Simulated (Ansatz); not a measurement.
Fe (hcp (Mg type), space group No. 194) at seven volumes, PBEsol in the plane-wave PAW code Ansatz, shape and atoms relaxed at each. One row is withheld.

```csv
V (Å³/atom),P (GPa)
8.929,37.89
9.223,23.10
9.517,10.59
9.812,0.00
10.106,-8.95
10.400,-16.52
10.695,?
```

### Question
Fit the shown pressures and predict the withheld one.

### Answer
P = (3/2)B₀(x^(7/2) − x^(5/2))[1 + (3/4)(B′ − 4)(x − 1)] with x = (V₀/V)^(2/3). Least squares on the six rows gives V₀ = 9.812 Å³/atom, B₀ = 324 GPa, B′ = 4.56. At V = 10.695, x = 0.9442 and P = -22.95 GPa. The run itself gave -22.92 GPa.

Space group P6_3/mmc (hcp (Mg type)). This is a known high-pressure phase of the composition, computed here at zero pressure and temperature. Symmetry was held in the PBEsol relaxation; of distortions, only those at the zone centre were tested. No spin polarisation was allowed.

Potentials: the later of the program's two PAW sets.
